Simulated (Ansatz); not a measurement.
SnCl₂ (space group Pnma)

```
SnCl2
1.0
    7.47652     0.00000     0.00000
    0.00000     4.28524     0.00000
    0.00000     0.00000     8.93671
Sn Cl
4 8
Cartesian
  5.72646   3.21393   5.22604
  1.75006   1.07131   3.71066
  5.48832   1.07131   0.75769
  1.98820   3.21393   8.17902
  3.89464   1.07131   7.53336
  3.58188   3.21393   1.40335
  7.32014   3.21393   3.06500
  0.15638   1.07131   5.87171
  1.05902   1.07131   0.69687
  6.41751   3.21393   8.23984
  2.67925   3.21393   5.16522
  4.79728   1.07131   3.77148
```

A phonon eigenvector at Γ is frozen into this cell: atom i moves by Q times the vector below, so Q is the largest atomic displacement, in Å. The cell is held.

```
atom      x       y      z
----  -----  ------  -----
Sn1   0.000  -1.000  0.000
Sn2   0.000   1.000  0.000
Sn3   0.000  -1.000  0.000
Sn4   0.000   1.000  0.000
Cl9   0.000   0.250  0.000
Cl10  0.000  -0.250  0.000
Cl11  0.000   0.250  0.000
Cl12  0.000  -0.250  0.000
```

Atoms not listed stay in place.

The numbers are results of LDA (plane waves to 420 eV, PAW, scalar-relativistic; Ansatz, a first-principles code), not measurements. k mesh 4×6×3 (Γ-centred), Fermi-Dirac smearing 0.05 eV. Energies are smeared free energies. SnCl2 was relaxed with its symmetry unable to fall. The relaxed volume of SnCl2 is well below the measured one. The zero of ΔE is the undisplaced structure.

```json
[
 {"Q (Å)": "-0.2800", "ΔE (meV/cell)": "131.5"},
 {"Q (Å)": "-0.2333", "ΔE (meV/cell)": "87.3"},
 {"Q (Å)": "-0.1867", "ΔE (meV/cell)": "53.8"},
 {"Q (Å)": "-0.1400", "ΔE (meV/cell)": "withheld"},
 {"Q (Å)": "-0.0933", "ΔE (meV/cell)": "12.7"},
 {"Q (Å)": "-0.0467", "ΔE (meV/cell)": "3.1"},
 {"Q (Å)": "0.0000", "ΔE (meV/cell)": "0.0"},
 {"Q (Å)": "0.0467", "ΔE (meV/cell)": "3.1"},
 {"Q (Å)": "0.0933", "ΔE (meV/cell)": "12.7"},
 {"Q (Å)": "0.1400", "ΔE (meV/cell)": "withheld"},
 {"Q (Å)": "0.1867", "ΔE (meV/cell)": "53.8"},
 {"Q (Å)": "0.2333", "ΔE (meV/cell)": "87.3"},
 {"Q (Å)": "0.2800", "ΔE (meV/cell)": "131.5"}
]
```

Question: Fit an even polynomial form (powers 2, 4) to the given rows and predict ΔE at Q = 0.1400.

Answer: Least squares on the 11 given rows: ΔE = (1436)·Q² + (3079)·Q⁴, in meV/cell with Q in Å; root-mean-square residual 0.03 meV/cell. At 0.1400 the fit gives 29.3 meV/cell; the calculation gives 29.3 meV/cell, the same to the digits shown. The quadratic term alone would give 28.1 meV/cell.

(For displaced atoms, the force is minus the slope of the energy, and its curvature is a force constant, which sets phonon frequencies.)
